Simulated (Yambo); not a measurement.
GaN (wurtzite, space group P6_3mc, No. 186), G0W0@PBE (Yambo, plasmon pole, terminator in G, 6×6×2 mesh): gap Γ → Γ in eV by bands and screening block.

```csv
bands (W and G),3 Ry,6 Ry,9 Ry,12 Ry,15 Ry
53,2.65,2.89,3.00,3.04,3.05
82,(withheld),2.79,2.92,2.96,2.97
119,2.51,2.76,2.89,2.94,2.95
167,2.49,(withheld),2.88,2.92,2.93
215,2.48,(withheld),2.87,2.91,2.93
```

### Question
Estimate the withheld gaps from their neighbours; the computed values follow.

### Answer

- 82, 3 Ry: 2.55
- 167, 6 Ry: 2.74
- 215, 6 Ry: 2.73

The largest settings aren't shown to be the converged limit.

Spin-orbit coupling is not included.

Geometry relaxed with PBEsol; primitive cell a = 3.184 Å, b = 3.184 Å, c = 5.187 Å, α = 90.00°, β = 90.00°, γ = 120.00°.

The potentials are those of PseudoDojo's stringent table.
